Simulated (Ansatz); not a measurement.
Consider the following.

SnO2:
Space group P-3m1 (No. 164); a = b = 3.216 Å, c = 4.593 Å, α = β = 90.00°, γ = 120.00°

| atom | site | symmetry | x | y | z |
|---|---|---|---|---|---|
| Sn | 1a | -3m. | 0.0000 | 0.0000 | 0.0000 |
| O | 2d | 3m. | 0.3333 | 0.6667 | 0.2200 |

This is the PBE+D3(BJ)-relaxed structure.

### Question
All from DFT-PBE+D3(BJ) in the program Ansatz with PAW potentials, unless another level is named. Give the electron effective mass with spin–orbit coupling.

### Answer
0.26, 0.26, 0.35 mₑ (principal values).

### Question
What about the smallest direct gap on the standard path?

### Answer
1.93 eV.

### Question
Predict the weight of the valence-edge state by species (Voronoi cells).

### Answer
O 98 %, Sn 2 %.

### Question
Give the weight of the conduction-edge state by species (Voronoi cells).

### Answer
O 67 %, Sn 33 %.

The cell is a constructed one: a structure type filled with these elements; neither database checked (COD, Materials Project) lists it. It is not the phase usual at ambient conditions (space group No. 136). The cell was relaxed with PBE+D3(BJ) under the symmetry of its start; phonons on a q-mesh show no instability. Spin–orbit coupling is left out wherever it is not named.

Potentials: the later of the program's two PAW sets.
